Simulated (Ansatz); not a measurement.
Mg (hcp, Mg type)

```
CELL_PARAMETERS angstrom
      3.17453     0.00000     0.00000
     -1.58726     2.74922     0.00000
      0.00000     0.00000     5.18496
ATOMIC_POSITIONS crystal
  Mg 0.33333 0.66667 0.75000
  Mg 0.66667 0.33333 0.25000
```

Equation-of-state scan: isotropic scaling of the cell above, V₀ being its volume. Symmetry pins the atoms to their sites.

Calculation: r2SCAN (plane waves to 500 eV, PAW, scalar-relativistic; Ansatz, an electronic-structure program). k mesh 17×17×9 (Γ-centred), Fermi-Dirac smearing 0.05 eV. Stress and pressure are positive under compression. Mg was relaxed with its symmetry unable to fall. The PAW data are Ansatz's earlier set.

At one point of the scan the stress tensor (GPa) is:

```
   -4.5      0.0      0.0
    0.0     -4.5      0.0
    0.0      0.0     -4.3
```

Problem. Which point is it?
A) V/V₀ = 1.120
B) V/V₀ = 1.080
C) V/V₀ = 1.160
D) V/V₀ = 1.040

Solution. C, V/V₀ = 1.160

(Under strain, the slope of the energy per volume gives the stress and its curvature an elastic modulus.)
